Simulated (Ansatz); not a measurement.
B in space group I4_132 (No. 214; B on 8a), a = b = c = 4.6525 Å, α = β = γ = 90.00°; the cell used has 4 atoms.

Relaxed with PBE.

### Question
Which orbitals make up the states near the band edges in the program Ansatz at the PBE level (PAW)?

### Answer
Top 1 eV of the valence band: B 2p 97 %. Bottom 1 eV of the conduction band: B 2p 91 %, B 2s 8 %. Projections are on Löwdin-orthogonalised atomic valence shells; empty p or d shells of many metals are not among them.

### Question
Tabulate the density of states.

### Answer
States/eV per cell of 4 atoms, in 0.25 eV bins, energy from the valence-band maximum.

```
E (eV)  total  B 2p  B 2s
------  -----  ----  ----
-7.86    0.15  0.07  0.09
-7.61    0.48  0.22  0.25
-7.36    1.61  0.84  0.75
-7.11    1.76  0.93  0.81
-6.86    1.01  0.54  0.46
-6.61    0.75  0.41  0.33
-6.36    0.62  0.34  0.27
-6.11    0.55  0.31  0.23
-5.86    0.53  0.32  0.21
-5.61    0.56  0.35  0.21
-5.36    0.66  0.43  0.22
-5.11    0.91  0.64  0.26
-4.86    1.44  1.10  0.32
-4.61    1.71  1.32  0.36
-4.36    1.47  1.12  0.33
-4.11    0.98  0.76  0.22
-3.86    0.71  0.55  0.14
-3.61    0.60  0.49  0.10
-3.36    0.58  0.50  0.08
-3.11    1.18  1.10  0.06
-2.86    2.09  1.97  0.09
-2.61    2.32  2.18  0.11
-2.36    1.88  1.74  0.12
-2.11    3.56  3.32  0.21
-1.86    1.64  1.54  0.09
-1.61    1.10  1.05  0.05
-1.36    1.03  0.99  0.04
-1.11    2.09  1.99  0.10
-0.86    3.11  3.00  0.09
-0.61    1.76  1.71  0.05
-0.36    0.87  0.85  0.02
-0.11    0.43  0.42  0.01
0.14     0.00  0.00  0.00
0.39     0.00  0.00  0.00
0.64     0.00  0.00  0.00
0.89     0.00  0.00  0.00
1.14     0.00  0.00  0.00
1.39     0.00  0.00  0.00
1.64     0.65  0.61  0.05
1.89     0.91  0.83  0.08
2.14     1.23  1.11  0.11
2.39     1.65  1.50  0.14
2.64     2.86  2.58  0.25
2.89     2.18  1.98  0.19
3.14     1.37  1.26  0.10
3.39     1.53  1.41  0.10
3.64     2.94  2.67  0.22
3.89     2.80  2.54  0.20
4.14     2.37  2.23  0.09
4.39     2.02  1.88  0.10
4.64     1.25  1.14  0.07
4.89     0.23  0.21  0.01
5.14     0.06  0.05  0.00
5.39     0.40  0.37  0.01
5.64     0.89  0.82  0.02
5.89     1.12  1.04  0.03
6.14     1.22  1.13  0.04
```

The start of the workflow was typed in or built on a structure type; neither database checked (COD, Materials Project) lists it. It is not the phase usual at ambient conditions (space group No. 166). The cell was relaxed with PBE under the symmetry of its start; whether a distortion lowers the energy is not shown.

Potentials: the earlier of the program's two PAW sets.
